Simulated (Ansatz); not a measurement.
Sc (hcp, Mg type)

```cif
data_Sc2
_chemical_formula_sum 'Sc2'
_space_group_name_H-M_alt 'P63/mmc'
_space_group_IT_number 194
_space_group_name_Hall '-P 6c 2c'
_cell_length_a 3.32949
_cell_length_b 3.32949
_cell_length_c 5.19194
_cell_angle_alpha 90.000
_cell_angle_beta 90.000
_cell_angle_gamma 120.000
loop_
_atom_site_label
_atom_site_type_symbol
_atom_site_symmetry_multiplicity
_atom_site_Wyckoff_symbol
_atom_site_fract_x
_atom_site_fract_y
_atom_site_fract_z
_atom_site_occupancy
Sc1 Sc 2 d 0.66667 0.33333 0.25000 1
```

The relaxed cell is deformed in two ways at once: its volume V is scaled, and at that volume it is stretched along z (the c axis of the conventional cell) so that c/a changes. Fractional atomic positions are held.

Calculation: r2SCAN (plane waves to 500 eV, PAW, scalar-relativistic; Ansatz, a quantum-chemistry and plane-wave program). k mesh 16×16×9 (Γ-centred), Fermi-Dirac smearing 0.05 eV. Compression counts positive. With partly filled bands, the response to shear is sensitive to the k mesh, so small differences along c/a are uncertain. Sc is run without spin polarisation. Sc was relaxed with its symmetry unable to fall. 

```json
[
 {"σzz (GPa)": "(c/a)/(c/a)₀ = 0.920", "V/V₀ = 0.920": "9.1", "V/V₀ = 0.960": "6.3", "V/V₀ = 1.000": "3.9", "V/V₀ = 1.040": "1.8", "V/V₀ = 1.080": "0.0"},
 {"σzz (GPa)": "(c/a)/(c/a)₀ = 0.960", "V/V₀ = 0.920": "6.9", "V/V₀ = 0.960": "4.2", "V/V₀ = 1.000": "1.9", "V/V₀ = 1.040": "-0.1", "V/V₀ = 1.080": "-1.8"},
 {"σzz (GPa)": "(c/a)/(c/a)₀ = 1.000", "V/V₀ = 0.920": "4.9", "V/V₀ = 0.960": "2.2", "V/V₀ = 1.000": "0.0", "V/V₀ = 1.040": "-1.9", "V/V₀ = 1.080": "-3.5"},
 {"σzz (GPa)": "(c/a)/(c/a)₀ = 1.040", "V/V₀ = 0.920": "2.9", "V/V₀ = 0.960": "0.4", "V/V₀ = 1.000": "-1.7", "V/V₀ = 1.040": "-3.5", "V/V₀ = 1.080": "-5.0"},
 {"σzz (GPa)": "(c/a)/(c/a)₀ = 1.080", "V/V₀ = 0.920": "?", "V/V₀ = 0.960": "?", "V/V₀ = 1.000": "-3.5", "V/V₀ = 1.040": "-5.3", "V/V₀ = 1.080": "-6.8"}
]
```

Question: Fill in the missing entries.

Answer: 
- (c/a)/(c/a)₀ = 1.080, V/V₀ = 0.920: 1.3
- (c/a)/(c/a)₀ = 1.080, V/V₀ = 0.960: -1.3

(A scan under strain: stresses follow from slopes of the energy per volume, elastic moduli from its curvatures.)
